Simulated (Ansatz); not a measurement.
SnTeO3:
```yaml
crystal:
  lattice:
    - [2.66617, 1.53931, 9.30906]
    - [-2.66617, 1.53931, 9.30906]
    - [0.00000, -3.07863, 9.30906]
  atoms:
    - { symbol: Sn, position: [0.71742, 0.71742, 0.71742] }
    - { symbol: Sn, position: [0.21742, 0.21742, 0.21742] }
    - { symbol: Te, position: [0.95685, 0.95685, 0.95685] }
    - { symbol: Te, position: [0.45685, 0.45685, 0.45685] }
    - { symbol: O, position: [0.60298, 0.95881, 0.21366] }
    - { symbol: O, position: [0.95881, 0.21366, 0.60298] }
    - { symbol: O, position: [0.21366, 0.60298, 0.95881] }
    - { symbol: O, position: [0.71366, 0.45881, 0.10298] }
    - { symbol: O, position: [0.45881, 0.10298, 0.71366] }
    - { symbol: O, position: [0.10298, 0.71366, 0.45881] }
```

Relaxed with r²SCAN.

Task: Give the Bader charges and basin volumes of the independent atoms, r²SCAN (plane waves, PAW; program Ansatz).

Result: 

```
atom  Bader charge (e)  Bader volume (Å³)
----  ----------------  -----------------
Sn1              +1.45               29.1
Te3              +2.32               24.7
O5               -1.25               19.0
```

Space group R3c. The start of the workflow was typed in or built on a structure type; neither database checked (COD, Materials Project) lists it. Whether it is the stable phase at ambient conditions was not checked. The cell was relaxed with r²SCAN under the symmetry of its start; whether a distortion lowers the energy is not shown. The volume moved by 82 % from the start of the relaxation. Scalar-relativistic: spin–orbit coupling is off unless named, which matters more the heavier the elements.

Potentials: the earlier of the program's two PAW sets.
